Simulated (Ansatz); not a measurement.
BaS (rock salt, Fm-3m), DFT-PBE in the program Ansatz with PAW potentials: ε∞ = 4.75, cell volume 66.42 Å³. Infrared-active transverse modes:

| ω_TO (cm⁻¹) | oscillator strength S_xx (e²/amu) |
|---|---|
| 135.2 | 0.2607 |

### Question
Compute the static dielectric constant.

### Answer
Each mode adds (4.921e7/V) S/ω²: 10.56. So ε0 = 15.3.

### Question
What LO frequency does the Lyddane–Sachs–Teller relation give?

### Answer
ω_LO = ω_TO √(ε0/ε∞) = 243 cm⁻¹.

The cell was relaxed with PBE under the symmetry of its start; phonons on a q-mesh show no instability. Spin–orbit coupling is left out wherever it is not named.

Potentials: the later of the program's two PAW sets.
